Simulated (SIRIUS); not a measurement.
SIRIUS run on a model cell of In (P3_121, 3 atoms in the cell; prototype structure): self-consistent single point.

Method: PBE, SSSP 1.1.2 efficiency PBE pseudopotentials (plane waves; SIRIUS).

```yaml
crystal:
  lattice:
    - [5.00983, 0.00000, 0.00000]
    - [-2.50492, 4.33864, 0.00000]
    - [0.00000, 0.00000, 5.68382]
  atoms:
    - { symbol: In, position: [0.22540, 0.00000, 0.83333] }
    - { symbol: In, position: [0.00000, 0.22540, 0.16667] }
    - { symbol: In, position: [0.77460, 0.77460, 0.50000] }
```

Reference input (self-consistent single point, DFT, PBE, plane waves, SSSP 1.1.2 efficiency PBE pseudopotentials): parameters.ngridk = 6 6 5; parameters.xc_functionals = [XC_GGA_X_PBE, XC_GGA_C_PBE]; parameters.gk_cutoff = 8.062 1/bohr; parameters.pw_cutoff = 25.496 1/bohr; parameters.smearing = fermi_dirac; parameters.smearing_width = 0.00183747 Ha; potentials = SSSP 1.1.2 efficiency PBE pseudopotentials; parameters.electronic_structure_method = pseudopotential; parameters.num_bands = 24; parameters.num_mag_dims = 0; parameters.num_dft_iter = 100; parameters.energy_tol = 1e-07 Ha. This run's input differs from it in these lines:

```diff
@@ -14,4 +14,4 @@
     "xc_functionals": ["XC_GGA_X_PBE", "XC_GGA_C_PBE"],
-    "gk_cutoff": 8.062,
-    "pw_cutoff": 25.496,
+    "gk_cutoff": 11.402,
+    "pw_cutoff": 36.056,
     "ngridk": [6, 6, 5],
```

Output (repeated stretches shortened):

```
[find] density tolerance         : 1e-06
[find] total energy tolerance    : 1e-07
[find] iter_solver_tol (initial) : 0.01
[find] iter_solver_tol (target)  : 1e-13
[find] num_dft_iter              : 100
Charges and magnetic moments
--------------------------------------------------------------------------------
total charge          : 39.000000
[find] | SCF iteration   0 out of 100|
[diagonalize] iterative solver tolerance (occupied, empty): 0.01 0.01
[diagonalize] average number of iterations: 1.33333
[find] Charges and magnetic moments
[find] total charge          : 39.000000
[find] Energy
   [... lines left out ...]

[find] Charges and magnetic moments
[find] total charge          : 39.000000
[find] Energy
[find] smearing (-TS)                 :      -0.00093317
[find] Total energy                   :    -217.19624850 (Ha),    -434.39249700 (Ry)
[find] Free energy (E-TS)             :    -217.19718167 (Ha),    -434.39436333 (Ry)
[find] band gap (eV)                  :       0.00000000
[find] Efermi                         :       0.17993117
[find] iteration : 9, RMS (target) : 4.9858e-07 (1.0000e-06) , energy difference (target) : -1.1856e-09 (1.0000e-07)
[find] bands are converged : true
[find] iterative solver converged : true
[find] converged after 10 SCF iterations!
[find] Charges and magnetic moments
[find] total charge          : 39.000000
[find] Energy
[find] smearing (-TS)                 :      -0.00093317
[find] Total energy                   :    -217.19624850 (Ha),    -434.39249700 (Ry)
[find] Free energy (E-TS)             :    -217.19718167 (Ha),    -434.39436333 (Ry)
[find] band gap (eV)                  :       0.00000000
[find] Efermi                         :       0.17993117
[ground_state] === stress tensor components [kbar] ===
[ground_state] === stress_total ===
[ground_state]    11.649513   -0.000000    0.000000
[ground_state]    -0.000000   11.649510    0.000000
[ground_state]     0.000000    0.000000  -39.087344
[ground_state] ==== total Forces in Ha/bohr =====
[ground_state] atom:    0, force:       0.0322337      0.0000000     -0.0000000
[ground_state] atom:    1, force:      -0.0161168      0.0279152      0.0000000
[ground_state] atom:    2, force:      -0.0161168     -0.0279152      0.0000000
```

The run converged in 10 iterations. SIRIUS prints the stress tensor with tension positive. Against the reference run the free energy drops by 3.8 meV/atom, the pressure hardly changes (0.45 to 0.53 GPa) and the largest force stays at 1.658 eV/Å.

The cell was set up from a structure prototype or typed lattice constants and was not relaxed beforehand at this level. Forces above 1 eV/Å remain at this geometry. This run is one point of a test of settings, so its values need not be converged; read them against the reference run alone. No clean gap shows at this smearing width and mesh (spacing up to 0.24 Å⁻¹); the mesh is coarse for partly filled bands, so the values carry mesh errors.

Cost on one core: very roughly 4 core-minutes.
